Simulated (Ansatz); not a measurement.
Relaxed PtSe2 (CdI2 type):

```
CELL_PARAMETERS angstrom
      3.73915     0.00000     0.00000
     -1.86957     3.23820     0.00000
      0.00000     0.00000     4.62953
ATOMIC_POSITIONS crystal
  Pt 0.00000 0.00000 0.00000
  Se 0.66667 0.33333 0.27217
  Se 0.33333 0.66667 0.72783
```

Scan: atom 2 (Se, nearest neighbour Pt at 2.500 Å; its periodic images, 3.7 Å or more away, move with it) is displaced along Cartesian [111], direction (0.577, 0.577, 0.577) in Cartesian axes, by s. The other atoms stay.

Method: PBEsol-D3(BJ) (plane waves to 420 eV, PAW, scalar-relativistic; Ansatz, a quantum-chemistry and plane-wave program). k mesh 12×12×8 (Γ-centred), Fermi-Dirac smearing 0.05 eV. The energy includes the smearing's −TS. With partly filled bands, energies and forces of such displacements shift with the k mesh and the smearing. PtSe2 is run without spin polarisation. PtSe2 was relaxed with its symmetry unable to fall. Spin-orbit coupling is left out, though Pt is heavy. ΔE is measured from the undisplaced structure. The last digit holds for this mesh only.

```json
[
 {"s (Å)": "-0.500", "ΔE (meV/cell)": "2128.3"},
 {"s (Å)": "-0.400", "ΔE (meV/cell)": "1182.4"},
 {"s (Å)": "-0.300", "ΔE (meV/cell)": "581.2"},
 {"s (Å)": "-0.200", "ΔE (meV/cell)": "226.9"},
 {"s (Å)": "-0.100", "ΔE (meV/cell)": "49.8"},
 {"s (Å)": "0.000", "ΔE (meV/cell)": "0.0"},
 {"s (Å)": "0.100", "ΔE (meV/cell)": "38.9"},
 {"s (Å)": "0.200", "ΔE (meV/cell)": "132.5"},
 {"s (Å)": "0.300", "ΔE (meV/cell)": "257.1"},
 {"s (Å)": "0.400", "ΔE (meV/cell)": "397.6"},
 {"s (Å)": "0.500", "ΔE (meV/cell)": "555.8"}
]
```

Task: What force constant k = d²E/ds² at s = 0 does the table give?

Result: 8.8 eV/Å². It is the second difference of the nearest points, corrected with the next pair.

Task: With k = 8.78 eV/Å² from the forces, is the well harmonic out to s = 0.500 Å?

Result: ½ks² = 1098 meV/cell against the computed 556 meV/cell, so the well is softer than harmonic there.

(For displaced atoms, the force is minus the slope of the energy, and its curvature is a force constant, which sets phonon frequencies.)
